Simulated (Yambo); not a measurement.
G0W0@PBEsol for Cs₂ICl₆F (space group Fm-3m, No. 225) in Yambo (2×2×2 mesh, 6 Ry block, plasmon pole, screening fixed), without a terminator:

```tsv
bands N in G	gap L → L (eV)	shift of the valence edge (eV)
117	1.995	0.330
199	1.780	0.074
311	1.741	-0.046
```

Task: Extrapolate both columns to infinite N with E(N) = E∞ + A/N, test the form, and compare with the terminator.

Result: From two points, E∞ = (N2 E2 − N1 E1)/(N2 − N1). The two largest N give 1.67 eV for the gap and -0.26 eV for the shift; the two smallest give 1.47 eV and -0.29 eV. For the gap the slopes A are 61 and 22 eV: the form isn't reached, and its limit is uncertain. For the shift the slopes A are 73 and 66 eV: the 1/N form holds. With the Bruneval-Gonze terminator and 311 bands the run gives 1.75 eV and -0.21 eV, 0.08 eV and 0.05 eV from the extrapolated values: the terminator too is an estimate of the remainder. Block, mesh and the bands in W are held fixed.

Spin-orbit coupling is not included.

Geometry of the Materials Project entry, not relaxed at this level; primitive cell a = b = c = 7.546 Å, α = β = γ = 60.00°.

The structure is a Materials Project entry; no match was found in the copy of COD used, and its stability was not checked.

A shift is the quasiparticle energy of the state minus its PBEsol energy.
